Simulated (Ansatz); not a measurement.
Ti3Al:
```
Ti3Al
1.0
    5.74749     0.00000     0.00000
   -2.87375     4.97748     0.00000
    0.00000     0.00000     4.63014
Ti Al
6 2
Direct
  0.82983   0.65967   0.25000
  0.17017   0.82983   0.75000
  0.34033   0.17017   0.25000
  0.17017   0.34033   0.75000
  0.82983   0.17017   0.25000
  0.65967   0.82983   0.75000
  0.33333   0.66667   0.25000
  0.66667   0.33333   0.75000
```

Relaxed with r²SCAN. Special points in fractions of this cell's reciprocal vectors: Γ (0.000, 0.000, 0.000); M (0.500, 0.000, 0.000); K (0.333, 0.333, 0.000); A (0.000, 0.000, 0.500); L (0.500, 0.000, 0.500); H (0.333, 0.333, 0.500).

**Question.** List the band energies nearest the Fermi level at these points for plane-wave PAW r²SCAN (Ansatz code).

**Answer.** In eV from the Fermi level; about four levels below and three above (degenerate sets whole), none deeper than 8.9 eV; points with the same levels are listed once.

| k | below | above |
|---|---|---|
| Γ | -0.93 -0.93 -0.48 -0.43 -0.10 | 0.86 0.86 0.90 |
| M | -0.75 -0.60 -0.37 -0.37 | 0.64 0.68 0.76 |
| K | -0.64 -0.64 -0.63 -0.13 -0.13 | 0.40 0.64 0.64 |
| A | -0.59 -0.59 -0.08 -0.08 | 0.52 0.52 0.52 0.52 |
| L | -0.33 -0.33 -0.09 -0.09 | 0.07 0.07 0.27 0.27 |
| H | -0.31 -0.31 -0.08 -0.08 | 0.64 0.64 0.99 0.99 1.00 1.00 |

Space group P6_3/mmc. The cell was relaxed with r²SCAN under the symmetry of its start. The run is not spin-polarised.

Potentials: the later of the program's two PAW sets.
